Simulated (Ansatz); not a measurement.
# Re (simple cubic): energy against volume

All numbers below come from Ansatz 0.2.0, DFT, PBEsol, plane waves (420 eV) with PAW, scalar-relativistic. (PAW data from PBE, frozen cores regenerated.)

The cell is scaled uniformly from the relaxed one, with fractional coordinates and shape fixed. Energies are extrapolated to zero smearing, pressures are those at the given smearing. Magnetic state: spin not included.

A Birch-Murnaghan fit gives V₀ = 16.61 Å³/atom, B₀ = 283 GPa, B₀′ = 4.4.

(1) What are the energy above the minimum and the pressure at 15.995 Å³/atom?

(2) What are the energy above the minimum and the pressure at 17.328 Å³/atom?

(3) What are the energy above the minimum and the pressure at 17.995 Å³/atom?

## Answers

(1) 21.6 meV/atom and 11.90 GPa as computed.

(2) 25.3 meV/atom and -10.65 GPa as computed.

(3) 88.1 meV/atom and -18.74 GPa as computed.
